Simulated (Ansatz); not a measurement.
# What DFT gives for Rb2PtCl4

```
Cl Pt Rb
1.0
     0.00000    7.25585    0.00000
     7.83051   -3.62793    0.00000
     0.00000    0.00000   -7.24577
Cl Pt Rb
8 2 4
Direct
  0.14960 0.29920 0.00000
  0.35040 0.70080 0.50000
  0.85040 0.70080 0.00000
  0.64960 0.29920 0.50000
  0.23400 0.00000 0.76800
  0.26600 0.00000 0.26800
  0.76600 0.00000 0.23200
  0.73400 0.00000 0.73200
  0.00000 0.00000 0.00000
  0.50000 0.00000 0.50000
  0.35840 0.71680 0.00000
  0.14160 0.28320 0.50000
  0.64160 0.28320 0.00000
  0.85840 0.71680 0.50000
```

Single point in Ansatz 0.2.0 with r2SCAN, no spin polarisation. Cutoff 500 eV, PAW datasets, 5×5×5 Γ-centred k mesh, fermi-dirac filling (width 0.1 eV).

Task: Which orbitals make up the band edges?

Result: Within 0.7 eV of the edges, the states project mainly on Pt d (61 %) and Cl p (26 %) below the gap and on Pt d (50 %) and Cl p (41 %) above it.

Task: What does the stress say?

Result: The pressure is 0.3 GPa (compression positive), so with the atoms held at these fractions the cell is close to zero pressure.

Task: What is the formation energy?

Result: -1.51 eV an atom against the elements' usual phases (free molecules for gases, crystals otherwise, with no correction for O₂ or N₂), so it is bound against them; other compounds may still compete. Relaxing would lower it.

Task: Where is the largest force?

Result: The largest is on Cl5 (and as large on other atoms): 0.57 eV/Å, components (0.00, -0.41, -0.40). It makes 1° with the line to a nearest neighbour, Pt9 at 2.39 Å, pointing towards it.

Task: Which element gives electrons and which takes them?

Result: Bader charges in e: Rb +0.88, Pt +0.63, Cl -0.63 to -0.56. In the mean Rb gives up most and Cl takes most.

Task: Describe some of the short contacts.

Result: Cl–Pt at 2.34 Å: least valence density 0.63 e/Å³ and ELF 0.32 there. Rb–Cl at 3.27 Å: least valence density 0.07 e/Å³ and ELF 0.03 there, a closed-shell (ionic or weak) contact. Both are smooth PAW fields, read partly inside the augmentation spheres.

Task: Is there a gap, and of what kind?

Result: The gap is 1.02 eV, indirect (the least direct gap found is 1.10 eV). A semilocal functional usually gives too small a gap.

Origin: a known structure type with other elements, at an estimated volume, so it need not be a known compound. Caveats: no spin-orbit coupling, which can shift this gap by tenths of an eV.
